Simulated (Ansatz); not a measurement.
Here is an unrelaxed guess for RbAu2.

```yaml
crystal:
  lattice:
    - [4.07401, 0.00000, 0.00000]
    - [-2.03701, 3.52820, 0.00000]
    - [0.00000, 0.00000, 8.57393]
  atoms:
    - { symbol: Rb, position: [0.00000, 0.00000, 0.50000] }
    - { symbol: Au, position: [0.33333, 0.66667, 0.86933] }
    - { symbol: Au, position: [0.66667, 0.33333, 0.13067] }
```

Computed with Ansatz, DFT PBE, scalar-relativistic, plane waves, PAW. Settings: cutoff 420 eV, Γ-centred mesh 6×6×2 on the computed 3-atom cell, Gaussian smearing of 0.10 eV; no spin polarisation.

Energies over the elements count from the elements' standard structures at the same level, with no fitted energy shifts.

Problem. How far from equilibrium is it?

Solution. The pressure is -4.6 GPa (the mean over three directions, positive in compression), the largest force is 0.56 eV/Å, and the energy is +0.58 eV/atom against the elements. The shortest distance is 3.25 Å.

Problem. Is it a good guess?

Solution. A rough one: relaxing gains about 0.81 eV/atom (the start's value is from the coarse mesh, so the gain is rough) in 22 ionic steps and ends at −0.23 eV/atom on the finer mesh. The symmetry goes from P-3m1 (No. 164) to P6/mmm (No. 191). The end has the AlB2 type. The volume per atom shrinks by 21.8 %, from 41.1 to 32.1 Å³. The shortest distance goes from 3.25 Å (Au–Au) to 2.73 Å (Au–Au). Conventional cell: a = 4.724 Å, c = 4.986 Å. Rb is surrounded by 12 Au at 3.70 Å and 8 Rb at 4.72–4.99 Å; around Au lie 3 Au at 2.73 Å and 6 Rb at 3.70 Å.

The last run used a 12×12×10 mesh (in the run's order of axes) for its 3-atom cell and Gaussian smearing of 0.10 eV. These runs have no spin–orbit coupling, which can matter for Au. The relaxation can't lower the symmetry of the start, and the grade says only how near the guess is to its own end. A later test with randomly moved atoms came back to the same energy, though modes that don't fit the test's cell weren't probed.
